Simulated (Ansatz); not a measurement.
Consider the following.

N:
```
N
1.0
    5.77967     0.00000     0.00000
    0.00000     5.77967     0.00000
    0.00000     0.00000     5.77967
N
8
Direct
  0.05459   0.05459   0.05459
  0.44541   0.94541   0.55459
  0.55459   0.44541   0.94541
  0.94541   0.55459   0.44541
  0.94541   0.94541   0.94541
  0.55459   0.05459   0.44541
  0.44541   0.55459   0.05459
  0.05459   0.44541   0.55459
```

This is the r²SCAN-relaxed structure.

### Question
All from plane-wave PAW r²SCAN (Ansatz code), unless another level is named. Give the band gap.

### Answer
8.28 eV (smallest direct gap 8.30 eV).

### Question
Give the conduction-band minimum.

### Answer
at Γ.

### Question
And the valence-band maximum?

### Answer
at X.

Space group Pa-3 (α-N2). The cell was relaxed with r²SCAN under the symmetry of its start. The substance is a gas or liquid at ambient conditions; this is its low-temperature solid. A crystal of weakly bound molecules computed without a dispersion correction: the cell and the soft elastic constants depend strongly on that.

Potentials: the later of the program's two PAW sets.
